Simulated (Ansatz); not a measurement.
A generated cell, not matched to a known phase here, of SrBr$_{2}$: I4₁/amd, origin choice 1 (No. 141), tI12, anatase type; a = b = 5.9433 Å, c = 14.1832 Å, α = β = γ = 90.00°; Sr 4b (0.000, 0.000, 0.500); Br 8e (0.000, 0.000, 0.286). Level of theory: PBEsol (plane waves to 420 eV, PAW, scalar-relativistic; Ansatz, an electronic-structure program). Element references, the lowest calculated here: Sr (Fm-3m), Br (Cmce).

Total energies (eV/atom, σ → 0; comparable only within this code, potentials and settings):

```tsv
phase	E (eV/atom)
SrBr2 (I4₁/amd)	-2990.474
Sr (Fm-3m)	-3492.214
Br (Cmce)	-2736.473
```

Task: What is the formation energy of this I4₁/amd form of SrBr2 from the elements?

Result: E_f = -2990.474 − [1 × (-3492.214) + 2 × (-2736.473)] / 3 = -2.09 eV/atom (-6.3 eV per formula unit).

A lower structure of this composition may exist.

Static energies, no anion corrections, no zero-point energy. Values are rounded to 0.01 eV/atom. Not shown to be the ambient phase of their composition (a lower form may be missing, and a cell relaxed within its start's symmetry can be a saddle point): SrBr2 (I4₁/amd). The compounds carry no spin polarisation.
